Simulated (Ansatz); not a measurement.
Input file for Ansatz (a quantum-chemistry and plane-wave program):

Ansatz 0.2 input:
```yaml
crystal:
  lattice:
    - [2.569810374, 1.4836807112, 4.5908160767]
    - [-2.569810374, 1.4836807112, 4.5908160767]
    - [0.0, -2.9673614224, 4.5908160767]
  atoms:
    - { symbol: Li, position: [0.7170822742, 0.7170822742, 0.7170822742] }
    - { symbol: Li, position: [0.2170822742, 0.2170822742, 0.2170822742] }
    - { symbol: Ta, position: [0.0002123235, 0.0002123235, 0.0002123235] }
    - { symbol: Ta, position: [0.5002123235, 0.5002123235, 0.5002123235] }
    - { symbol: O, position: [0.6348762485, 0.8823102496, 0.2744189042] }
    - { symbol: O, position: [0.8823102496, 0.2744189042, 0.6348762485] }
    - { symbol: O, position: [0.2744189042, 0.6348762485, 0.8823102496] }
    - { symbol: O, position: [0.1348762485, 0.7744189042, 0.3823102496] }
    - { symbol: O, position: [0.3823102496, 0.1348762485, 0.7744189042] }
    - { symbol: O, position: [0.7744189042, 0.3823102496, 0.1348762485] }
kpoints:
  mp_grid: { grid: [5, 5, 5] }
  band_path:
    path:
      - [[0.0, 0.0, 0.0], [0.5, 0.5, 0.5], [0.7637011754, 0.2362988246, 0.5]]  # Γ-T-H_2
      - [[0.5, -0.2362988246, 0.2362988246], [0.5, 0.0, 0.0], [0.0, 0.0, 0.0], [0.3681494123, -0.3681494123, 0.0]]  # H_0-L-Γ-S_0
      - [[0.6318505877, 0.0, 0.3681494123], [0.5, 0.0, 0.5], [0.0, 0.0, 0.0]]  # S_2-F-Γ
      - [VBM, CBM]
    npoints: 10
basis: { xc_grid: 2 }
hamiltonian:
  xc: pbesol
  pseudopotentials: { kind: paw }
magnetization: { noncollinear: true, spin_orbit: true }
scf:
  n_extra_bands: 20
  convergence: { dr2_threshold: 0.0000000001 }
  occupations: { method: gaussian, width: 0.01 }
checkpoint: { write: soc.run }
output: { eigenvalues: true }
```

Output (shortened):

```
Pseudopotential: Li, paw_fr, valence charge 3
Pseudopotential: Ta, paw_fr, valence charge 13
Pseudopotential: O, paw_fr, valence charge 6
Functional definition: PBEsol
non-collinear run that drives no moment, with spin-orbit …
Crystal: 10 atoms, lattice volume = 105.023 Å³
Basis set: ecut = 420 eV, 2079 PW (Γ), exchange–correlation on 80×80×80 points (8 copies of the dense FFT grid, shifted against one another)
Bands: 88, of which v1, the nominal top of the filled ones, is band 68 counted from 1 (67 counted from 0)
Symmetry: 6 space group operations + 6 with time reversal
k-points: 19 of 125 (time reversal used)
Projection manifold: j_resolved (fully-relativistic pseudo-atomic orbitals)
SCF iter   1: F=—  HF=-23441.092729 eV  |F-HF|=—  |Δ(HF+E_count)|=         —  Δρ=6.12e-2  dr2=3.02e0  dr2_m=0.00e0 (ungated)  ethr=3.10e-3  |M|=0.00e0 ∫|m|=0.00e0 μB  |m|>n=0.0e0 m-floor=0.0e0 τ_xc=0.0e0  β_m=0.30  ⟨swp⟩=6.1  Hψ=7891  notcnv=0  defer=59
preconditioner: auto → Resta (q_TF=auto, 2.538 Å⁻¹)
spin=Noncollinear: Resta preconditioning applied to the charge; magnetization (m_x, m_y, m_z) channels mix plain (no charge-response kernel on spin).
SCF iter   2: F=—  HF=-23440.710160 eV  |F-HF|=—  |Δ(HF+E_count)|=   3.83e-1  Δρ=4.18e-2  dr2=1.21e0  dr2_m=0.00e0 (ungated)  ethr=3.10e-3  |M|=0.00e0 ∫|m|=0.00e0 μB  |m|>n=0.0e0 m-floor=0.0e0 τ_xc=0.0e0  β_m=0.52  ⟨swp⟩=1.9  Hψ=2011  notcnv=0  defer=286
SCF iter   3: F=—  HF=-23440.549634 eV  |F-HF|=—  |Δ(HF+E_count)|=   1.61e-1  Δρ=1.44e-2  dr2=1.94e-1  dr2_m=0.00e0 (ungated)  ethr=1.79e-3  |M|=0.00e0 ∫|m|=0.00e0 μB  |m|>n=0.0e0 m-floor=0.0e0 τ_xc=0.0e0  β_m=0.58  ⟨swp⟩=3.0  Hψ=2426  notcnv=0  defer=286
SCF iter   4: F=—  HF=-23440.532959 eV  |F-HF|=—  |Δ(HF+E_count)|=   1.67e-2  Δρ=3.04e-3  dr2=9.63e-3  dr2_m=0.00e0 (ungated)  ethr=2.85e-4  |M|=0.00e0 ∫|m|=0.00e0 μB  |m|>n=0.0e0 m-floor=0.0e0 τ_xc=0.0e0  β_m=0.79  ⟨swp⟩=3.0  Hψ=2544  notcnv=0  defer=286
SCF iter   5: F=—  HF=-23440.537726 eV  |F-HF|=—  |Δ(HF+E_count)|=   4.77e-3  Δρ=5.38e-4  dr2=3.56e-4  dr2_m=0.00e0 (ungated)  ethr=1.42e-5  |M|=0.00e0 ∫|m|=0.00e0 μB  |m|>n=0.0e0 m-floor=0.0e0 τ_xc=0.0e0  β_m=0.90  ⟨swp⟩=2.0  Hψ=2113  notcnv=0  defer=286
SCF iter   6: F=—  HF=-23440.537953 eV  |F-HF|=—  |Δ(HF+E_count)|=   2.27e-4  Δρ=1.15e-4  dr2=1.61e-5  dr2_m=0.00e0 (ungated)  ethr=5.24e-7  |M|=0.00e0 ∫|m|=0.00e0 μB  |m|>n=0.0e0 m-floor=0.0e0 τ_xc=0.0e0  β_m=0.95  ⟨swp⟩=2.1  Hψ=2049  notcnv=0  defer=286
SCF iter   7: F=—  HF=-23440.537967 eV  |F-HF|=—  |Δ(HF+E_count)|=   1.48e-5  Δρ=2.85e-5  dr2=9.76e-7  dr2_m=0.00e0 (ungated)  ethr=2.37e-8  |M|=0.00e0 ∫|m|=0.00e0 μB  |m|>n=0.0e0 m-floor=0.0e0 τ_xc=0.0e0  β_m=0.97  ⟨swp⟩=2.0  Hψ=2051  notcnv=0  defer=286
SCF iter   8: F=—  HF=-23440.537961 eV  |F-HF|=—  |Δ(HF+E_count)|=   6.93e-6  Δρ=5.74e-6  dr2=3.33e-8  dr2_m=0.00e0 (ungated)  ethr=1.43e-9  |M|=0.00e0 ∫|m|=0.00e0 μB  |m|>n=0.0e0 m-floor=0.0e0 τ_xc=0.0e0  β_m=0.99  ⟨swp⟩=2.0  Hψ=2494  notcnv=0  defer=286
SCF iter  10: F=-23440.537961 eV  HF=-23440.537961 eV  |F-HF|=3.27e-11  |Δ(HF+E_count)|=  6.18e-10  Δρ=2.13e-7  dr2=4.38e-11  dr2_m=0.00e0 (ungated)  ethr=1.00e-12  |M|=0.00e0 ∫|m|=0.00e0 μB  |m|>n=0.0e0 m-floor=0.0e0 τ_xc=0.0e0  ⟨swp⟩=12.0  Hψ=7006  notcnv=0
SCF 1 converged in 10 iterations: F = -23440.537961 eV  dr2 = 4.38e-11
NSCF: frozen V_eff on 32 k-points
NSCF: frozen V_eff on 32 k-points
NSCF: frozen V_eff on 32 k-points
NSCF: frozen V_eff on 32 k-points
NSCF: frozen V_eff on 32 k-points
NSCF: frozen V_eff on 6 k-points
NSCF: frozen V_eff on 9 k-points
NSCF: frozen V_eff on 23 k-points
NSCF: frozen V_eff on 12 k-points
NSCF: frozen V_eff on 8 k-points
NSCF: frozen V_eff on 4 k-points
NSCF: frozen V_eff on 10 k-points
NSCF: frozen V_eff on 5 k-points
NSCF: frozen V_eff on 84 k-points
SCF converged after 10 iterations
Magnetization: |M| = 0.0000 μB,  M = (+0.0000, +0.0000, +0.0000) μB
Absolute magnetization: 0.0000 μB (∫|m|)
  site 0: m = (+0.0000, +0.0000, +0.0000) μB, |m| = 0.0000 μB  (R = 0.84 Å)
  site 1: m = (+0.0000, +0.0000, +0.0000) μB, |m| = 0.0000 μB  (R = 0.84 Å)
  site 2: m = (+0.0000, +0.0000, +0.0000) μB, |m| = 0.0000 μB  (R = 0.79 Å)
  site 3: m = (+0.0000, +0.0000, +0.0000) μB, |m| = 0.0000 μB  (R = 0.79 Å)
  site 4: m = (+0.0000, +0.0000, +0.0000) μB, |m| = 0.0000 μB  (R = 0.79 Å)
  site 5: m = (+0.0000, +0.0000, +0.0000) μB, |m| = 0.0000 μB  (R = 0.79 Å)
  site 6: m = (+0.0000, +0.0000, +0.0000) μB, |m| = 0.0000 μB  (R = 0.79 Å)
  site 7: m = (+0.0000, +0.0000, +0.0000) μB, |m| = 0.0000 μB  (R = 0.79 Å)
  site 8: m = (+0.0000, +0.0000, +0.0000) μB, |m| = 0.0000 μB  (R = 0.79 Å)
  site 9: m = (+0.0000, +0.0000, +0.0000) μB, |m| = 0.0000 μB  (R = 0.79 Å)
Free energy (F): -23440.537961 eV
Harris-Foulkes:  -23440.537961 eV  (|F-HF|=3.27e-11)
Internal energy: -23440.537961 eV  (E = F + TS)
E sigma→0 (E₀):  -23440.537961 eV
Fermi energy:    9.501899 eV
--- Per-component energies (eV) ---
  E_band       = -594.852511
  E_kinetic    = 1821.605763
  E_local      = -3971.780674  (includes V_loc(G=0)·N_el)
  E_nonlocal   = 250.880461
  E_hartree    = 1383.794681
  E_xc         = -891.117598
  E_vxc        = -994.851741  (∫ρ·V_xc dr)
  E_paw        = -17537.436490  (= ΣΔE_a)
  E_vpaw       = -468.310735  (= ΣTr[D̂ρ^β])
  E_aug_tail   = 0.015113  (compensation charges beyond the density's cutoff)
  E_ewald      = -4497.147769
  E_core_change = 0.648553  (= ΣΔE_core)
  E_smearing   =  0.000000  (= −TS)
  E_closure    = 0.000000  (closes the sum)
  Σ components = -23440.537961   (vs F -23440.537961, Δ=0.00e0)
  [band-id]    e_kinetic+e_local+e_nonlocal+2·e_hartree+e_vxc+e_vpaw+e_augmentation_tail = -594.852450   (vs E_band -594.852511, Δ=6.07e-5)
--- Band table (eV; the first three rows and the last of 19) ---
  k-point 0: bands = ["-59.0235", "-59.0235", "-59.0188", "-59.0188", "-34.2643", "-34.2643", "-34.2611", "-34.2611", "-32.0290", "-32.0290", "-31.9794", "-31.9794", "-23.5178", "-23.5178", "-23.4922", "-23.4922", "-23.3440", "-23.3440", "-23.3020", …
  k-point 1: bands = ["-59.0231", "-59.0231", "-59.0193", "-59.0193", "-34.2641", "-34.2640", "-34.2614", "-34.2614", "-32.0251", "-32.0235", "-31.9849", "-31.9835", "-23.5032", "-23.5029", "-23.4784", "-23.4704", "-23.3623", "-23.3621", "-23.3245", …
  k-point 2: bands = ["-59.0219", "-59.0219", "-59.0204", "-59.0204", "-34.2634", "-34.2633", "-34.2624", "-34.2623", "-32.0133", "-32.0108", "-31.9978", "-31.9956", "-23.4629", "-23.4619", "-23.4337", "-23.4215", "-23.4088", "-23.4081", "-23.3750", …
  k-point 18: bands = ["-59.0213", "-59.0213", "-59.0210", "-59.0210", "-34.2629", "-34.2629", "-34.2627", "-34.2627", "-32.0068", "-32.0063", "-32.0025", "-32.0020", "-23.4668", "-23.4647", "-23.4533", "-23.4531", "-23.3817", "-23.3810", "-23.3662", …
```

Cost: around 8 core-minutes (rough) on shared cores.

Space group R3c. The PBEsol relaxation kept the symmetry of its start. No spin polarisation was allowed.

Potentials: the later of the program's two PAW sets.

Ansatz is a plane-wave DFT program.
